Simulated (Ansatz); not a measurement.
WSe$_{2}$ (2H-MoS2 type, space group P6_3/mmc)

```yaml
crystal:
  lattice:
    - [3.27906, 0.00000, 0.00000]
    - [-1.63953, 2.83975, 0.00000]
    - [0.00000, 0.00000, 12.78607]
  atoms:
    - { symbol: W, position: [0.33333, 0.66667, 0.25000] }
    - { symbol: W, position: [0.66667, 0.33333, 0.75000] }
    - { symbol: Se, position: [0.33333, 0.66667, 0.61827] }
    - { symbol: Se, position: [0.66667, 0.33333, 0.11827] }
    - { symbol: Se, position: [0.66667, 0.33333, 0.38173] }
    - { symbol: Se, position: [0.33333, 0.66667, 0.88173] }
```

In each cell atom 1 (W, nearest neighbour Se at 2.534 Å; its periodic images, 3.3 Å or more away, move with it) moves by s·(0.000, 0.000, 1.000) (along Cartesian z), the rest being held.

The numbers are results of PBE-D3(BJ) (plane waves to 420 eV, PAW, scalar-relativistic; Ansatz, a program for electronic structure), not measurements. k mesh 9×9×2 (Γ-centred), Fermi-Dirac smearing 0.05 eV. E stands for the smeared free energy. Left out: 2 of 11 points, with atoms too close for the PAW data. As the smearing reaches across the gap at some points, energies and forces of such displacements shift with the k mesh and the smearing. Spin-orbit coupling is left out, though W is heavy. WSe2 is run without spin polarisation. WSe2 was relaxed with its symmetry unable to fall. ΔE is measured from the undisplaced structure.

Successive frames, forces in eV/Å:

```
frame        ΔE (eV/cell)                 F on W1                F on W2                F on Se3               F on Se4               F on Se5               F on Se6
-----------  ------------  ----------------------  ---------------------  ----------------------  ---------------------  ---------------------  ---------------------
s = 0.000 Å         0.000   (0.000, 0.000, 0.000)  (0.000, 0.000, 0.000)   (0.000, 0.000, 0.000)  (0.000, 0.000, 0.000)  (0.000, 0.000, 0.000)  (0.000, 0.000, 0.000)
s = 0.152 Å         0.332  (0.000, 0.000, -4.352)  (0.000, 0.000, 0.035)  (0.000, 0.000, -0.002)  (0.000, 0.000, 1.771)  (0.000, 0.000, 2.543)  (0.000, 0.000, 0.005)
s = 0.304 Å         1.303  (0.000, 0.000, -8.256)  (0.000, 0.000, 0.030)  (0.000, 0.000, -0.013)  (0.000, 0.000, 2.710)  (0.000, 0.000, 5.504)  (0.000, 0.000, 0.025)
```

What are the energy and the forces in the next frame, s = 0.456 Å?

ΔE (eV/cell) = 2.759.

```tsv
atom	Fx	Fy	Fz
W1	0.000	0.000	-10.702
W2	0.000	0.000	-0.016
Se3	0.000	0.000	-0.002
Se4	0.000	0.000	2.803
Se5	0.000	0.000	7.859
Se6	0.000	0.000	0.057
```

(For displaced atoms, the force is minus the slope of the energy, and its curvature is a force constant, which sets phonon frequencies.)
